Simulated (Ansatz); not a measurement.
Si$_{2}$BAs:
```
Si2BAs
1.0
    1.78521     1.03069     6.02143
   -1.78521     1.03069     6.02143
    0.00000    -2.06138     6.02143
B As Si
1 1 2
Cartesian
  0.00000   0.00000  17.96246
  0.00000   0.00000   2.01400
  0.00000   0.00000   9.15809
  0.00000   0.00000  11.51068
```

Relaxed with r²SCAN.

Question: Which orbitals make up the states near the Fermi level in r²SCAN (plane waves, PAW; program Ansatz)?

Answer: Within 0.5 eV of the Fermi level: Si 3p 39 %, B 2p 29 %, As 4p 11 %, As 4s 7 %, outside the projected shells 7 %. Projections are on Löwdin-orthogonalised atomic valence shells; empty p or d shells of many metals are not among them.

Question: Tabulate the density of states.

Answer: States/eV per cell of 4 atoms, in 0.25 eV bins, energy from the Fermi level.

| E (eV) | total | Si 3p | As 4p | B 2p |
|---|---|---|---|---|
| -7.85 | 0.99 | 0.25 | 0.24 | 0.11 |
| -7.60 | 0.96 | 0.26 | 0.22 | 0.12 |
| -7.35 | 0.92 | 0.24 | 0.21 | 0.13 |
| -7.10 | 0.91 | 0.24 | 0.20 | 0.13 |
| -6.85 | 0.93 | 0.25 | 0.20 | 0.14 |
| -6.60 | 0.83 | 0.23 | 0.20 | 0.11 |
| -6.35 | 0.85 | 0.27 | 0.26 | 0.10 |
| -6.10 | 1.19 | 0.43 | 0.44 | 0.10 |
| -5.85 | 1.12 | 0.41 | 0.44 | 0.09 |
| -5.60 | 1.07 | 0.39 | 0.44 | 0.09 |
| -5.35 | 1.19 | 0.46 | 0.43 | 0.15 |
| -5.10 | 1.31 | 0.51 | 0.42 | 0.19 |
| -4.85 | 1.57 | 0.63 | 0.44 | 0.29 |
| -4.60 | 1.75 | 0.70 | 0.48 | 0.35 |
| -4.35 | 1.79 | 0.70 | 0.50 | 0.36 |
| -4.10 | 2.17 | 0.84 | 0.65 | 0.44 |
| -3.85 | 2.93 | 1.09 | 0.87 | 0.62 |
| -3.60 | 2.32 | 0.87 | 0.70 | 0.47 |
| -3.35 | 1.67 | 0.66 | 0.47 | 0.35 |
| -3.10 | 1.69 | 0.73 | 0.41 | 0.37 |
| -2.85 | 2.02 | 0.95 | 0.43 | 0.46 |
| -2.60 | 1.92 | 0.86 | 0.41 | 0.49 |
| -2.35 | 1.89 | 0.83 | 0.39 | 0.53 |
| -2.10 | 1.88 | 0.84 | 0.31 | 0.60 |
| -1.85 | 1.59 | 0.72 | 0.19 | 0.57 |
| -1.60 | 1.38 | 0.61 | 0.15 | 0.53 |
| -1.35 | 1.05 | 0.45 | 0.11 | 0.41 |
| -1.10 | 0.82 | 0.35 | 0.09 | 0.33 |
| -0.85 | 0.68 | 0.28 | 0.07 | 0.29 |
| -0.60 | 0.53 | 0.22 | 0.05 | 0.24 |
| -0.35 | 0.33 | 0.13 | 0.03 | 0.16 |
| -0.10 | 0.13 | 0.05 | 0.01 | 0.06 |
| 0.15 | 0.20 | 0.08 | 0.02 | 0.02 |
| 0.40 | 0.41 | 0.16 | 0.06 | 0.04 |
| 0.65 | 0.69 | 0.26 | 0.11 | 0.07 |
| 0.90 | 0.95 | 0.36 | 0.16 | 0.09 |
| 1.15 | 1.16 | 0.44 | 0.20 | 0.10 |
| 1.40 | 1.21 | 0.46 | 0.22 | 0.11 |
| 1.65 | 1.47 | 0.56 | 0.26 | 0.14 |
| 1.90 | 1.72 | 0.66 | 0.30 | 0.17 |
| 2.15 | 1.68 | 0.63 | 0.27 | 0.17 |
| 2.40 | 1.58 | 0.55 | 0.24 | 0.17 |
| 2.65 | 1.82 | 0.63 | 0.25 | 0.21 |
| 2.90 | 2.39 | 0.83 | 0.34 | 0.30 |
| 3.15 | 2.37 | 0.81 | 0.37 | 0.31 |
| 3.40 | 2.45 | 0.90 | 0.43 | 0.30 |
| 3.65 | 2.79 | 1.01 | 0.50 | 0.33 |
| 3.90 | 2.55 | 0.87 | 0.43 | 0.33 |
| 4.15 | 2.20 | 0.75 | 0.34 | 0.30 |
| 4.40 | 2.71 | 0.93 | 0.40 | 0.38 |
| 4.65 | 2.34 | 0.77 | 0.34 | 0.33 |

Space group R3m. The start of the workflow was typed in or built on a structure type; neither database checked (COD, Materials Project) lists it. Its standing as an ambient phase is unchecked. Symmetry was held in the r²SCAN relaxation; whether a distortion lowers the energy is not shown. The volume moved by 17 % from the start of the relaxation. A small band overlap can be real or an error of a semilocal functional. Spin–orbit coupling is left out wherever it is not named.

Potentials: the earlier of the program's two PAW sets.
